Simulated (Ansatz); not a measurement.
Geometry optimisation in Ansatz: input, command and trajectory.

```yaml
crystal:
  lattice:
    - [0.0, 1.9465, 1.9465]
    - [1.9465, 0.0, 1.9465]
    - [1.9465, 1.9465, 0.0]
  atoms:
    - { symbol: Pd, position: [0.0, 0.0, 0.0] }
basis:
  ecutwfc: 420
kpoints:
  mp_grid: { grid: [18, 18, 18] }
hamiltonian:
  xc: pbesol
scf:
  occupations: { method: gaussian, width: 0.1 }
output:
  forces: true
  stress: true
  eigenvalues: true
  write_density: true
  write_potential: true
  elf: true
  volumetric_format: npy
relax:
  adjacent_minimum: "off"
  f_tol: 0.005
  max_steps: 80
  cell: { stress_tol: 0.05 }
```

```bash
ansatz run input.yaml --threads 1 --pin off --max-ram 2560MiB --backend cpu --events-out ev --progress --plain --runs-dir out
```

All numbers below come from Ansatz, DFT PBEsol, scalar-relativistic, plane waves, PAW.

Of 5 frames 4 are shown, positions in Å and forces in eV/Å; the SCF threshold varies from step to step. Steps run on the plane waves of an earlier cell, with a Pulay correction in the pressure. The basis is chosen afresh for the last frame, the zero of the energies, and at times for earlier ones too; energy and pressure step there, also at an unchanged geometry.

```xyz
1
Lattice="0.0000 1.9465 1.9465 1.9465 0.0000 1.9465 1.9465 1.9465 0.0000" Properties=species:S:1:pos:R:3:forces:R:3 pbc="T T T" step=1 free_energy_over_end_meV_per_atom=1.77 pressure_GPa=-2.74
Pd    0.0000    0.0000    0.0000    0.0000    0.0000    0.0000
1
Lattice="0.0000 1.9307 1.9307 1.9307 0.0000 1.9307 1.9307 1.9307 0.0000" Properties=species:S:1:pos:R:3:forces:R:3 pbc="T T T" step=2 free_energy_over_end_meV_per_atom=0.95 pressure_GPa=2.22
Pd    0.0000    0.0000    0.0000    0.0000    0.0000    0.0000
1
Lattice="0.0000 1.9377 1.9377 1.9377 0.0000 1.9377 1.9377 1.9377 0.0000" Properties=species:S:1:pos:R:3:forces:R:3 pbc="T T T" step=3 free_energy_over_end_meV_per_atom=-0.06 pressure_GPa=-0.07
Pd    0.0000    0.0000    0.0000    0.0000    0.0000    0.0000
1
Lattice="0.0000 1.9375 1.9375 1.9375 0.0000 1.9375 1.9375 1.9375 0.0000" Properties=species:S:1:pos:R:3:forces:R:3 pbc="T T T" step=5 free_energy_over_end_meV_per_atom=0.00 pressure_GPa=0.01
Pd    0.0000    0.0000    0.0000    0.0000    0.0000    0.0000
```

The run took 12 s on 1 thread of Oxide Virtual Turin-like Processor (Zen 5), on a shared host, peak memory 0.34 GiB.